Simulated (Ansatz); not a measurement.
## Calculated 23Na nuclear quadrupole resonance for Na2Se2O7

Cell: a Materials Project structure (computed, not necessarily an observed phase).

```cif
data_Na2Se2O7
_symmetry_space_group_name_H-M 'P-1'
_symmetry_Int_Tables_number 2
_cell_length_a 6.9403
_cell_length_b 6.9488
_cell_length_c 7.0458
_cell_angle_alpha 82.502
_cell_angle_beta 65.267
_cell_angle_gamma 82.053
loop_
_atom_site_label
_atom_site_type_symbol
_atom_site_symmetry_multiplicity
_atom_site_Wyckoff_symbol
_atom_site_fract_x
_atom_site_fract_y
_atom_site_fract_z
Na1 Na 2 i 0.2670 0.6500 0.6043
Na3 Na 2 i 0.7387 0.9256 0.7643
Se5 Se 2 i 0.7542 0.8592 0.2758
Se7 Se 2 i 0.2016 0.5992 0.1336
O9 O 2 i 0.6358 0.9667 0.1291
O11 O 2 i 0.6336 0.6860 0.4453
O13 O 2 i 0.8334 0.0085 0.3846
O15 O 2 i 0.2557 0.7315 0.2751
O17 O 2 i 0.1003 0.3981 0.2579
O19 O 2 i 0.3662 0.5834 0.8911
O21 O 2 i 0.9856 0.7466 0.0819
```

One atom of each set is listed.

Method: Kohn–Sham DFT in Ansatz, PBE, plane waves and PAW, scalar-relativistic, 420 eV cutoff, Γ-centred 4×3×3 k-points, Fermi–Dirac smearing 0.02 eV.

23Na: I = 3/2, Q = 104.0 mb (year-2017 value). Static lattice, zero field.

Problem. Predict the zero-field 23Na lines of each site.

Solution. For I = 3/2 there is one line, ν = (|C_Q|/2)(1 + η²/3)^½.

```json
{"site": "Na1", "atoms": "2", "V_zz (10²¹ V/m²)": "-0.32", "C_Q (MHz)": "-0.810", "η": "0.67", "line frequencies (MHz)": "0.434"}
{"site": "Na3", "atoms": "2", "V_zz (10²¹ V/m²)": "0.78", "C_Q (MHz)": "1.97", "η": "0.95", "line frequencies (MHz)": "1.12"}
```

At this cell the principal stresses reach 5 GPa in size with PBE, which can matter for small gradients. The largest force is 0.4 eV/Å, so the atoms aren't at the calculated equilibrium and relaxing them would move these values.
